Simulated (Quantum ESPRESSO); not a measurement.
Zn2MgCaO3, input and log of a self-consistent run

A calculation, not a measurement. The program is pw.x of Quantum ESPRESSO 7.5 (plane-wave density functional theory). The cell is made up: 7 atoms on a rocksalt lattice with one site empty, with randomly drawn elements, strain and displacements, not relaxed. PseudoDojo standard norm-conserving files (v0.5 for PBE, v0.4.1 for LDA and PBEsol) set the functional; there is no spin polarisation, spin-orbit coupling or dispersion term, and the masses in the input are unused placeholders. A spin-polarised start on this cell or one of its family kept no moment.

Input:

```
&control calculation='scf', pseudo_dir='./dojo.nc.sr.pbe.v0_5.standard.upf', outdir='./o', disk_io='low', tprnfor=.true., tstress=.true. /
&system ibrav=0, nat=7, ntyp=4, nbnd=49, ecutwfc=84.00895049, nosym=.true., tot_charge=0,
 occupations='smearing', smearing='fd', degauss=0.0073498644
/
&electrons conv_thr=7.350e-09, electron_maxstep=60, /
ATOMIC_SPECIES
Ca 1.0 Ca.upf
Mg 1.0 Mg.upf
O 1.0 O.upf
Zn 1.0 Zn.upf
CELL_PARAMETERS angstrom
4.5205 -0.1235 -0.0143
-0.123 4.4976 -0.0107
-0.014 -0.0104 4.5445
ATOMIC_POSITIONS angstrom
Zn -0.0866 0.0631 0.1042
Mg -0.1489 2.2739 2.2304
Zn 2.1975 -0.0618 2.3126
Ca 2.1699 2.2563 0.0879
O 2.2498 -0.2217 -0.0539
O 4.4382 -0.0361 2.1977
O 4.5065 2.1307 0.0801
K_POINTS automatic
6 6 6 1 1 1
```

The log is shortened where brackets say so; the opening notice, blank lines, dates and the lines on written files are dropped, and the path of the files is cut. It prints rydbergs, bohrs and kilobars, and counts compression as positive stress.

```
     Program PWSCF v.7.5
     Parallel version (MPI & OpenMP), running on       4 processor cores
     Number of MPI processes:                 4
     Threads/MPI process:                     1
     [start-up lines left out]
     bravais-lattice index     =            0
     lattice parameter (alat)  =       8.5457  a.u.
     unit-cell volume          =     623.0439 (a.u.)^3
     number of atoms/cell      =            7
     number of atomic types    =            4
     number of electrons       =        78.00
     number of Kohn-Sham states=           49
     kinetic-energy cutoff     =      84.0090  Ry
     charge density cutoff     =     336.0358  Ry
     scf convergence threshold =      7.3E-09
     mixing beta               =       0.7000
     number of iterations used =            8  plain     mixing
     Exchange-correlation= PBE
                           (   1   4   3   4   0   0   0)
     [axes and pseudopotential details left out]
   Cartesian axes
     site n.     atom                  positions (alat units)
         1        Zn     tau(   1) = (  -0.0191499   0.0139534   0.0230418  )
         2        Mg     tau(   2) = (  -0.0329264   0.5028294   0.4932103  )
         3        Zn     tau(   3) = (   0.4859350  -0.0136659   0.5113872  )
         4        Ca     tau(   4) = (   0.4798318   0.4989375   0.0194374  )
         5        O      tau(   5) = (   0.4975002  -0.0490247  -0.0119190  )
         6        O      tau(   6) = (   0.9814230  -0.0079828   0.4859793  )
         7        O      tau(   7) = (   0.9965262   0.4711635   0.0177126  )
     number of k points=   108  Fermi-Dirac smearing, width (Ry)=  0.0073
     Number of k-points >= 100: set verbosity='high' to print them.
     Dense  grid:    64781 G-vectors     FFT dimensions: (  50,  50,  54)
     Estimated max dynamical RAM per process >     254.85 MB
     Estimated total dynamical RAM >     971.94 MB
     Initial potential from superposition of free atoms
     starting charge      77.9940, renormalised to      78.0000
     Starting wfcs are   42 randomized atomic wfcs +    7 random wfcs
     total cpu time spent up to now is        5.3 secs
     per-process dynamical memory:   222.4 Mb
     Self-consistent Calculation
     iteration #  1     ecut=    84.01 Ry     beta= 0.70
     Davidson diagonalization with overlap
     ethr =  1.00E-02,  avg # of iterations =  6.6
     total cpu time spent up to now is       20.9 secs
     total energy              =   -1131.04695730 Ry
     estimated scf accuracy    <       1.63336445 Ry
     iteration #  2     ecut=    84.01 Ry     beta= 0.70
     Davidson diagonalization with overlap
     ethr =  2.09E-03,  avg # of iterations =  3.4
     total cpu time spent up to now is       33.3 secs
     total energy              =   -1131.13296483 Ry
     estimated scf accuracy    <       3.73409311 Ry
     iteration #  3     ecut=    84.01 Ry     beta= 0.70
     Davidson diagonalization with overlap
     ethr =  2.09E-03,  avg # of iterations =  2.5
     total cpu time spent up to now is       44.3 secs
     total energy              =   -1131.85350081 Ry
     estimated scf accuracy    <       0.05678334 Ry
     iteration #  4     ecut=    84.01 Ry     beta= 0.70
     Davidson diagonalization with overlap
     ethr =  7.28E-05,  avg # of iterations =  6.4
     total cpu time spent up to now is       58.3 secs
     total energy              =   -1131.86210547 Ry
     estimated scf accuracy    <       0.03128717 Ry
     iteration #  5     ecut=    84.01 Ry     beta= 0.70
     Davidson diagonalization with overlap
     ethr =  4.01E-05,  avg # of iterations =  2.1
     total cpu time spent up to now is       71.5 secs
     total energy              =   -1131.86730819 Ry
     estimated scf accuracy    <       0.00525097 Ry
     iteration #  6     ecut=    84.01 Ry     beta= 0.70
     Davidson diagonalization with overlap
     ethr =  6.73E-06,  avg # of iterations =  3.7
     total cpu time spent up to now is       88.1 secs
     total energy              =   -1131.86826626 Ry
     estimated scf accuracy    <       0.00049944 Ry
     iteration #  7     ecut=    84.01 Ry     beta= 0.70
     Davidson diagonalization with overlap
     ethr =  6.40E-07,  avg # of iterations =  4.5
     total cpu time spent up to now is      101.7 secs
     total energy              =   -1131.86837196 Ry
     estimated scf accuracy    <       0.00019975 Ry
     iteration #  8     ecut=    84.01 Ry     beta= 0.70
     Davidson diagonalization with overlap
     ethr =  2.56E-07,  avg # of iterations =  2.1
     total cpu time spent up to now is      112.1 secs
     total energy              =   -1131.86840832 Ry
     estimated scf accuracy    <       0.00000825 Ry
     iteration #  9     ecut=    84.01 Ry     beta= 0.70
     Davidson diagonalization with overlap
     ethr =  1.06E-08,  avg # of iterations =  2.5
     total cpu time spent up to now is      123.8 secs
     total energy              =   -1131.86841025 Ry
     estimated scf accuracy    <       0.00000049 Ry
     iteration # 10     ecut=    84.01 Ry     beta= 0.70
     Davidson diagonalization with overlap
     ethr =  6.25E-10,  avg # of iterations =  2.9
     total cpu time spent up to now is      138.0 secs
     total energy              =   -1131.86841033 Ry
     estimated scf accuracy    <       0.00000010 Ry
     iteration # 11     ecut=    84.01 Ry     beta= 0.70
     Davidson diagonalization with overlap
     ethr =  1.32E-10,  avg # of iterations =  2.1
     total cpu time spent up to now is      149.9 secs
     End of self-consistent calculation
     Number of k-points >= 100: set verbosity='high' to print the bands.
     the Fermi energy is    10.8452 ev
!    total energy              =   -1131.86841035 Ry
     estimated scf accuracy    <          2.7E-09 Ry
     smearing contrib. (-TS)   =      -0.00151576 Ry
     internal energy E=F+TS    =   -1131.86689458 Ry
     The total energy is F=E-TS. E is the sum of the following terms:
     one-electron contribution =    -773.97653410 Ry
     hartree contribution      =     410.93159176 Ry
     xc contribution           =    -145.77248286 Ry
     ewald contribution        =    -623.04946938 Ry
     convergence has been achieved in  11 iterations
     Forces acting on atoms (cartesian axes, Ry/au):
     atom    1 type  4   force =     0.00205901   -0.00012303   -0.00598257
     atom    2 type  2   force =     0.00917093   -0.00165001    0.01624724
     atom    3 type  4   force =    -0.00007697    0.00280199    0.01102117
     atom    4 type  1   force =     0.01336167   -0.08334825   -0.01741012
     atom    5 type  3   force =     0.00508061    0.09647600   -0.00511599
     atom    6 type  3   force =     0.00621178   -0.00848463    0.00746726
     atom    7 type  3   force =    -0.03580701   -0.00567207   -0.00622699
     Total force =     0.137214     Total SCF correction =     0.000129
     Computing stress (Cartesian axis) and pressure
          total   stress  (Ry/bohr**3)                   (kbar)     P=        4.58
   0.00022824   0.00021871   0.00002650           33.58       32.17        3.90
   0.00021871  -0.00000283  -0.00002710           32.17       -0.42       -3.99
   0.00002650  -0.00002710  -0.00013196            3.90       -3.99      -19.41
     init_run     :      4.21s CPU      4.53s WALL (       1 calls)
     electrons    :    142.95s CPU    144.68s WALL (       1 calls)
     forces       :      1.70s CPU      1.71s WALL (       1 calls)
     stress       :      5.91s CPU      5.92s WALL (       1 calls)
     [timing details left out]
     PWSCF        :   2m35.63s CPU   2m37.84s WALL
     JOB DONE.
```

In other units: free energy -15399.854 eV for the cell, pressure 0.46 GPa, largest force component 2.480 eV/Å. A rerun of the same cell at another strain at 1437 eV and a 8 x 8 x 8 mesh moved values by no more than 0.004 eV in energy, 0.10 GPa in stress and 0.006 eV/Å in force.